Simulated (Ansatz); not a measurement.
## Profile along the B–C line in La(BC)2 (space group P4/mbm)

La(BC)2 (space group P4/mbm)

```
La(BC)2
1.0
    5.37877     0.00000     0.00000
    0.00000     5.37877     0.00000
    0.00000     0.00000     3.91511
La B C
2 4 4
Cartesian
  2.68939   2.68939   0.00000
  0.00000   0.00000   0.00000
  3.42779   0.73840   1.95755
  1.95099   4.64037   1.95755
  4.64037   3.42779   1.95755
  0.73840   1.95099   1.95755
  3.55781   4.51035   1.95755
  1.82097   0.86842   1.95755
  0.86842   3.55781   1.95755
  4.51035   1.82097   1.95755
```

Fields along a shortest B–C line of a (-1 1 0) plane (1.53 Å), from B to C, interpolated on the slice's grid (step about 0.3 Å). Level of theory: PBEsol (plane waves to 420 eV, PAW, scalar-relativistic; Ansatz, an electronic-structure program). k mesh 9×9×12. These are valence fields of a PAW run, semicore shells included where kept as valence: close to a nucleus they are smooth pseudo fields. La(BC)2 is run without spin polarisation. La(BC)2 was relaxed with its symmetry unable to fall.

```csv
distance from B (Å),valence electron density (e/Å³),electron localisation function
0.00,0.29,x
0.08,0.33,x
0.15,0.41,x
0.23,0.54,x
0.31,0.71,0.29
0.38,0.90,0.49
0.46,1.07,0.67
0.54,1.19,0.78
0.61,1.26,0.85
0.69,1.31,0.90
0.77,1.39,0.91
0.84,1.49,0.91
0.92,1.62,0.91
0.99,1.75,0.84
1.07,1.86,0.70
1.15,1.94,0.53
1.22,1.96,0.35
1.30,1.94,x
1.38,1.86,x
1.45,1.78,x
1.53,1.74,x
```

x: too close to a nucleus for the ELF to mean much.

Density on the B–C line (1.53 Å) at its midpoint: 1.39 e/Å³. ELF at that point: 0.91. ELF maximum in the middle third of the B–C line: 0.91, 0.8 Å from B.
